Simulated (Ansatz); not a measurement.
**Data sheet: Fe$_{13}$Ge$_{3}$ (DFT)**

Fe13Ge3:
```cif
data_Fe13Ge3
_chemical_formula_sum 'Fe13 Ge3'
_space_group_name_H-M_alt 'P 1'
_space_group_IT_number 1
_cell_length_a 5.76099
_cell_length_b 5.76099
_cell_length_c 5.76099
_cell_angle_alpha 90.000
_cell_angle_beta 90.000
_cell_angle_gamma 90.000
loop_
_space_group_symop_operation_xyz
  'x, y, z'
loop_
_atom_site_label
_atom_site_type_symbol
_atom_site_fract_x
_atom_site_fract_y
_atom_site_fract_z
_atom_site_occupancy
Fe1 Fe 0.25423 0.25423 0.74577 1
Fe2 Fe 0.74577 0.74577 0.25423 1
Fe3 Fe 0.74577 0.25423 0.74577 1
Fe4 Fe 0.25423 0.74577 0.25423 1
Fe5 Fe 0.74577 0.74577 0.74577 1
Fe6 Fe 0.25423 0.25423 0.25423 1
Fe7 Fe 0.25423 0.74577 0.74577 1
Fe8 Fe 0.74577 0.25423 0.25423 1
Fe9 Fe 0.50000 0.00000 0.50000 1
Fe10 Fe 0.00000 0.50000 0.50000 1
Fe11 Fe 0.50000 0.50000 0.00000 1
Fe12 Fe 0.50000 0.50000 0.50000 1
Fe13 Fe 0.00000 0.00000 0.00000 1
Ge1 Ge 0.50000 0.00000 0.00000 1
Ge2 Ge 0.00000 0.50000 0.00000 1
Ge3 Ge 0.00000 0.00000 0.50000 1
```
The run is spin-polarised; directions of the spins, atom by atom: ↑ ↑ ↑ ↑ ↑ ↑ ↑ ↑ ↑ ↑ ↑ ↑ ↑ 0 0 0.

Space group Pm-3m (No. 221); conventional cell a = 5.7610 Å, b = 5.7610 Å, c = 5.7610 Å, α = 90.00°, β = 90.00°, γ = 90.00°.

Method: r²SCAN in the plane-wave PAW code Ansatz. Geometry: relaxed at this level of theory. Other levels are named where they apply.

Cell and energy:

```
Property                                                        Value
-----------------------------------------------------  --------------
Volume per atom                                              11.95 Å³
Density                                                    8.20 g/cm³
Formation energy from the elements (no fitted shifts)  -0.033 eV/atom
```

Electronic structure:

```
Item                                                                        Result
------------------------------------  --------------------------------------------
Electronic character                                             metallic (no gap)
Density of states at the Fermi level  0.65 states/eV per atom (mean over ±0.08 eV)
```

Magnetism:

```
Property                  Result
--------------  ----------------
Magnetic order     ferromagnetic
Net moment      2.05 μB per atom
```

Mechanics:

```
Property                              Value
----------------------------------  -------
Bulk modulus (Birch–Murnaghan fit)  155 GPa
Pressure derivative B′                  4.8
```

Charges:

```
Property                              Result
-------------  -----------------------------
Bader charges  Fe +0.08 to +0.16, Ge -0.38 e
```

The workflow started from a Materials Project entry (that database holds measured and hypothetical structures alike); the Crystallography Open Database copy checked does not list it. Its standing as an ambient phase is unchecked. The cell was relaxed with r²SCAN under the symmetry of its start; its stability against distortions is not shown here. Spin order of the final state: ferromagnetic, the only order run, not a proven ground state. Other orbital occupations within this spin state were not tried. For itinerant 3d metals, meta-GGAs of the SCAN family and hybrids are commonly reported to give too large moments. Point labels and valley counts follow the cell and symmetry of the run, lower than the named group. The references are the lowest solids computed at this level, not always the standard phases. Spin–orbit coupling is left out wherever it is not named.

Potentials: the later of the program's two PAW sets.
